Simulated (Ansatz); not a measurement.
Molecular dynamics on a 2×2×2 supercell (16 atoms) of GaSb (zincblende), relaxed with r2SCAN. Forces come from PBE in the plane-wave code Ansatz: Langevin thermostat and barostat (NPT), 450 K, steps of 2 fs. Classical nuclei, no spin polarisation; a few dozen steps show the first response, not equilibrium.

```yaml
crystal:
  lattice:
    - [0.0, 6.1317576005, 6.1317576005]
    - [6.1317576005, 0.0, 6.1317576005]
    - [6.1317576005, 6.1317576005, 0.0]
  atoms:
    - { symbol: Ga, position: [0.0, 0.0, 0.0] }
    - { symbol: Sb, position: [0.125, 0.125, 0.125] }
    - { symbol: Ga, position: [0.0, 0.0, 0.5] }
    - { symbol: Sb, position: [0.125, 0.125, 0.625] }
    - { symbol: Ga, position: [0.0, 0.5, 0.0] }
    - { symbol: Sb, position: [0.125, 0.625, 0.125] }
    - { symbol: Ga, position: [0.0, 0.5, 0.5] }
    - { symbol: Sb, position: [0.125, 0.625, 0.625] }
    - { symbol: Ga, position: [0.5, 0.0, 0.0] }
    - { symbol: Sb, position: [0.625, 0.125, 0.125] }
    - { symbol: Ga, position: [0.5, 0.0, 0.5] }
    - { symbol: Sb, position: [0.625, 0.125, 0.625] }
    - { symbol: Ga, position: [0.5, 0.5, 0.0] }
    - { symbol: Sb, position: [0.625, 0.625, 0.125] }
    - { symbol: Ga, position: [0.5, 0.5, 0.5] }
    - { symbol: Sb, position: [0.625, 0.625, 0.625] }
kpoints:
  mp_grid: { grid: [2, 2, 2] }
hamiltonian:
  xc: pbe
scf:
  occupations: { method: fermi_dirac, width: 0.039 }
md:
  ensemble: npt_langevin
  temperature: 450
  timestep: 2.0
  n_steps: 40
  initial_velocities: maxwell_boltzmann
  seed: 4109
```

Command: `ansatz run input.yaml --threads 4 --pin off --max-ram 3686MiB --backend cpu --events-out ev --progress --plain --runs-dir out`. Wall time 6 min on 4 threads of Arm Neoverse V1, on a shared host, load about 0.9 per core; peak host memory 2.1 GiB.

```tsv
step	t (fs)	T (K)	free energy F from step 0 (meV/atom)	kinetic energy (meV/atom)	pressure (GPa)	volume (Å³/atom)	largest force (eV/Å)
0	0	422	0.0	54.5	2.81	28.82	0.00
1	2	408	0.1	52.7	2.80	28.82	0.11
2	4	375	0.5	48.5	2.76	28.84	0.22
3	6	368	1.0	47.5	2.74	28.86	0.32
4	8	357	1.8	46.2	2.71	28.89	0.42
5	10	374	2.8	48.4	2.67	28.93	0.53
6	12	323	3.8	41.7	2.60	28.97	0.63
7	14	356	5.2	46.0	2.57	29.01	0.74
8	16	319	6.6	41.2	2.50	29.06	0.84
9	18	320	7.7	41.3	2.40	29.13	0.92
10	20	315	8.7	40.7	2.28	29.21	0.99
11	22	338	9.9	43.7	2.17	29.29	1.07
12	24	352	11.1	45.5	2.05	29.37	1.15
13	26	333	12.1	43.0	1.89	29.48	1.22
14	28	311	13.1	40.2	1.70	29.59	1.27
15	30	323	14.2	41.8	1.54	29.70	1.31
16	32	353	15.1	45.6	1.39	29.82	1.34
17	34	306	16.0	39.6	1.17	29.95	1.35
18	36	290	16.8	37.5	0.95	30.10	1.34
19	38	301	17.7	38.9	0.73	30.26	1.32
20	40	288	18.6	37.2	0.51	30.41	1.28
21	42	306	19.5	39.5	0.30	30.57	1.25
22	44	270	20.4	34.9	0.08	30.73	1.24
23	46	266	21.4	34.4	-0.10	30.86	1.23
24	48	286	22.6	37.0	-0.25	30.99	1.24
25	50	275	23.7	35.5	-0.38	31.10	1.28
26	52	255	24.5	32.9	-0.51	31.19	1.31
27	54	230	25.1	29.8	-0.64	31.29	1.32
28	56	239	25.4	30.9	-0.75	31.37	1.33
29	58	224	25.6	29.0	-0.85	31.44	1.33
30	60	238	25.5	30.7	-0.93	31.50	1.32
31	62	249	25.2	32.2	-1.00	31.56	1.31
32	64	246	24.9	31.8	-1.06	31.60	1.29
33	66	271	24.4	35.1	-1.11	31.64	1.28
34	68	294	23.8	38.0	-1.16	31.67	1.25
35	70	299	23.1	38.6	-1.19	31.68	1.23
36	72	346	22.3	44.8	-1.19	31.69	1.20
37	74	393	21.5	50.8	-1.19	31.69	1.17
38	76	446	20.5	57.6	-1.16	31.66	1.14
39	78	440	19.5	56.9	-1.13	31.62	1.12
40	80	436	18.5	56.4	-1.09	31.57	1.09
```

The temperature starts at 422 K, is lowest at step 29 (224 K, 58 fs) and ends at 436 K. The atoms start on their lattice sites with kinetic energy alone, so much of it first passes into potential energy.

Positions (Å) and forces (eV/Å) at step 40:
```
cell (Å): 0.000 6.321 6.321; 6.321 0.000 6.321; 6.321 6.321 0.000
Ga  -0.002   0.027   0.046    -0.366   0.030  -0.428
Sb   1.395   1.662   1.630     0.329   0.161  -0.008
Ga   3.057   3.100  -0.037    -0.191  -0.148  -0.350
Sb   4.615   4.719   1.378     0.480  -0.091   0.713
Ga   3.023   0.060   3.078     0.247   0.228   0.657
Sb   4.709   1.624   4.767     0.036  -0.170  -0.427
Ga   6.304   3.178   3.042    -0.221  -0.184   0.047
Sb   7.836   4.745   4.680    -0.085  -0.141  -0.054
Ga  -0.054   3.286   3.342    -0.092  -0.511  -0.326
Sb   1.521   4.668   4.862     0.922   0.529   0.251
Ga   3.161   6.211   3.106    -0.169   0.082   0.360
Sb   4.733   7.895   4.714    -0.445  -0.500   0.221
Ga   3.177   3.050   6.491    -0.006   0.257  -0.342
Sb   4.700   4.739   8.069    -0.302   0.004  -0.524
Ga   6.231   6.210   6.356    -0.096   0.033  -0.419
Sb   7.854   7.725   7.825    -0.042   0.421   0.627
```
